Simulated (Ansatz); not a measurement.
With plane-wave PAW r²SCAN+D4 (Ansatz code), Ga in the α-Ga structure (Cmce) relaxes to a = 4.441 Å, b = 7.554 Å, c = 4.498 Å.

Electronic character: metallic (no gap).

The cell was relaxed with r²SCAN+D4 under the symmetry of its start. The pairwise dispersion correction was not fitted to metals. Axis ratios of metals converge slowly with the k-mesh, so a and c are less sure than the volume. Spin–orbit coupling is left out wherever it is not named.

Potentials: the later of the program's two PAW sets.
